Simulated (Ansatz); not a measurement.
**ZnH₄Br₂O₂ — 67Zn NMR of the central transition**

Cell: a computed structure from the Materials Project (it need not be an observed phase).

Space group Immm (No. 71); a = 8.1719, b = 10.1984, c = 10.7112 Å.

| site | Wyckoff | site symmetry | x | y | z |
| --- | --- | --- | --- | --- | --- |
| Zn1 | 4j | mm2 | 0.5000 | 0.0000 | 0.3444 |
| Zn3 | 2a | mmm | 0.0000 | 0.0000 | 0.0000 |
| H4 | 16o | 1 | 0.2496 | 0.1630 | 0.9274 |
| H12 | 8l | m.. | 0.0000 | 0.0797 | 0.7501 |
| Br16 | 4f | 2mm | 0.2255 | 0.5000 | 0.0000 |
| Br18 | 8l | m.. | 0.5000 | 0.8109 | 0.2066 |
| O22 | 8n | ..m | 0.1771 | 0.1529 | 0.0000 |
| O26 | 4i | mm2 | 0.0000 | 0.0000 | 0.8017 |

One atom of each set is listed; the run and its k-mesh use a cell of 27 atoms with edges of 8.45, 8.45, 8.45 Å.

All values are calculated (Ansatz; DFT, PBE, plane waves and PAW, scalar-relativistic, 420 eV cutoff, Γ-centred 3×3×3 k-points, Fermi–Dirac smearing 0.02 eV), not measured.

67Zn has I = 5/2 and Q = 122.0 mb (Pyykkö 2018); at 28.2 T its Larmor frequency is ν₀ = 75.3 MHz. Only the quadrupole interaction is simulated: positions count from each site's isotropic chemical shift, and shift anisotropy, dipolar and J coupling are left out.

Simulated pattern of one Zn site (static powder, Gaussian broadening 1 kHz):

| offset (kHz) | height |
| --- | --- |
| -18.55 | 0 |
| -17.28 | 20 |
| -16.01 | 57 |
| -14.74 | 66 |
| -13.47 | 82 |
| -12.20 | 100 |
| -10.93 | 74 |
| -9.66 | 62 |
| -8.39 | 56 |
| -7.12 | 52 |
| -5.85 | 49 |
| -4.58 | 48 |
| -3.31 | 47 |
| -2.04 | 46 |
| -0.77 | 46 |
| 0.50 | 39 |
| 1.77 | 38 |
| 3.04 | 42 |
| 4.31 | 47 |
| 5.58 | 57 |
| 6.85 | 87 |
| 8.12 | 79 |
| 9.39 | 22 |
| 10.66 | 0 |

Question: Which |C_Q| and η does the pattern imply?

Answer: The pattern spans 26.3 kHz before broadening and its centre of gravity is at -4.46 kHz, which fixes P_Q; the places of the horns and steps fix η. That gives P_Q = 7.48 MHz, |C_Q| = 7.44 MHz and η = 0.16, the values that the calculation gives site Zn1 (4 Br at 2.43–2.48 Å). The other sites have |C_Q| = 5.48 MHz. The sign of C_Q can't be read from the pattern.
